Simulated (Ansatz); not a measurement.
**Kick test of a cell of ZnCd2SeS2**

It was reached by relaxing an invented guess, and it needn't be the stable form of this composition.

All numbers below come from DFT PBE, scalar-relativistic, plane waves, PAW (Ansatz). Cutoff 420 eV; k points 6×6×4 on the computed 12-atom cell (Γ-centred); Gaussian smearing, width 0.02 eV; no spin polarisation.

The cell below (12 atoms, space group Cmc2_1 (No. 36)) is relaxed within its symmetry.

```xyz
12
Lattice="6.1764 -3.5948 0.0000 6.1764 3.5948 0.0000 0.0000 0.0000 6.7789" Properties=species:S:1:pos:R:3 pbc="T T T"
Zn    6.1764    2.3484    0.0716
Zn    6.1764   -2.3484    3.4610
Cd    4.1029   -1.1866    6.7300
Cd    4.1029    1.1866    3.3405
Cd    8.2498   -1.1866    6.7300
Cd    8.2498    1.1866    3.3405
Se    6.1764   -2.5224    0.9708
Se    6.1764    2.5224    4.3602
S     4.2152    1.2460    0.7717
S     8.1376    1.2460    0.7717
S     4.2152   -1.2460    4.1611
S     8.1376   -1.2460    4.1611
```

For the test it was strained at random (σ = 1.5 % a component), the atoms were moved at random (σ = 0.10 Å), and all was relaxed again on a coarse 2×2×2 mesh (in the run’s order of axes) with 0.10 eV smearing, with no symmetry imposed.

Question: Does it come back?

Answer: It returns, within 1 meV/atom of the unmoved cell on that mesh and with the same symmetry when read at 0.1 Å. So it is stable against the distortions that fit this cell and that this random move excites. Modes that don't fit the cell aren't tested.
